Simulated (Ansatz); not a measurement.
Relaxation of Ca

These are results of DFT PBEsol, scalar-relativistic, plane waves, PAW in Ansatz, not measurements. Settings: 420 eV cutoff, 12×12×8 k-mesh, Gaussian smearing of 0.10 eV, no spin polarisation.

What was changed: uniaxial strain along a, with b, c and atoms relaxed: -1.5 %.

Input:

```yaml
crystal:
  lattice:
    - [3.7985882471, 0.0, 0.0]
    - [0.0, 3.8720460648, 0.0]
    - [0.0, 0.0, 5.4687382724]
  atoms:
    - { symbol: Ca, position: [0.0, 0.0, 0.5] }
    - { symbol: Ca, position: [0.5, 0.5, 0.0] }
basis:
  ecutwfc: 420
kpoints:
  mp_grid: { grid: [12, 12, 8] }
hamiltonian:
  xc: pbesol
scf:
  occupations: { method: gaussian, width: 0.1 }
output:
  forces: true
  stress: true
  eigenvalues: true
relax:
  adjacent_minimum: "off"
  f_tol: 0.008
  max_steps: 40
  cell: { stress_tol: 0.015, fix: [a, angles] }
```

F is the free energy. Steps run on the plane waves of an earlier cell, but the last one, and at times one on the way, on a freshly chosen basis, so a repeated geometry can differ a little in energy. The held parts of the cell keep their stress, so P needn't end at zero.

Steps:

| step | F − F(1) (eV) | largest force component (eV/Å) | V (Å³/atom) | P (GPa) |
| --- | --- | --- | --- | --- |
| 1 | 0.0000 | 0.000 | 40.218 | 0.15 |
| 2 | -0.0001 | 0.000 | 40.224 | 0.15 |
| 3 | -0.0002 | 0.000 | 40.275 | 0.13 |
| 4 | -0.0002 | 0.000 | 40.275 | 0.13 |

Relaxed structure:

```yaml
crystal:
  lattice:
    - [3.79859, 0.00000, 0.00000]
    - [0.00000, 3.85289, 0.00000]
    - [0.00000, 0.00000, 5.50374]
  atoms:
    - { symbol: Ca, position: [0.00000, 0.00000, 0.50000] }
    - { symbol: Ca, position: [0.50000, 0.50000, 0.00000] }
```

The structure is orthorhombic, space group Immm (No. 71). Conventional cell: a = 3.799 Å, b = 3.853 Å, c = 5.504 Å, α = 90.00°, β = 90.00°, γ = 90.00°. Around Ca (site symmetry mmm) lie 12 Ca at 3.80 to 3.86 Å.

The run converged. The run took roughly 30 core-seconds.